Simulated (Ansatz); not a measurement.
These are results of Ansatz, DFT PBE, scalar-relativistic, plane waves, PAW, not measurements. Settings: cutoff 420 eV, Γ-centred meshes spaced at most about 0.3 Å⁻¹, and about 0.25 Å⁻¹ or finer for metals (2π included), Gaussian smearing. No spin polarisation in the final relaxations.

These are static total energies at zero pressure. Lower structures may exist.

Question: Order these relaxed structures of SnTe3 by energy, lowest first, with the energy over the lowest of them.
A. Space group P6/mmm (No. 191), hexagonal, a = 6.388 Å, c = 5.465 Å. Sn is surrounded by 6 Te at 3.19 Å; around Te lie 4 Te at 3.19 Å and 2 Sn at 3.19 Å.
B. Space group P-62m (No. 189), hexagonal, a = 6.041 Å, c = 4.302 Å. Around Sn lie 6 Te at 3.25 Å; Te has 4 Te at 3.19 Å and 2 Sn at 3.25 Å.
C. Space group Fm-3m (No. 225), cubic, a = 7.722 Å. Around Sn lie 8 Te at 3.34 Å and 6 Te at 3.86 Å; Te on a site of symmetry -43m is surrounded by 4 Sn at 3.34 Å, 4 Te at 3.34 Å and 6 Te at 3.86 Å; Te on a site of symmetry m-3m has 8 Te at 3.34 Å and 6 Sn at 3.86 Å.

Answer: B (0 meV/atom), C (110 meV/atom), A (273 meV/atom). Forms: B P-62m; C BiF3 (D0_3) type, Fm-3m; A P6/mmm. Counting Te atoms around Sn (those within 1.25 times the shortest such distance or 1.15 times the sum of covalent radii, 1.27 where that leaves under three; a plus sign parts nearer from farther groups; the shortest distance is added where it exceeds 1.18 times the sum of covalent radii): B has Sn 6; C has Sn 8+6 from 3.3 Å; A has Sn 6. Even the lowest lies +0.05 eV/atom against the elements.

No dispersion correction is applied, so the spacing and binding between layers, chains or molecules are poorly described (P6/mmm), and this can change margins and order among such cells. Spin–orbit coupling, which can matter for Te, is left out. The Fm-3m cell at 28.8 Å³/atom was relaxed from a Materials Project cell. Cells relaxed within their symmetry can be saddle points. Some structure types and database cells were kept out of the candidates from the start, so a known form may be missing.
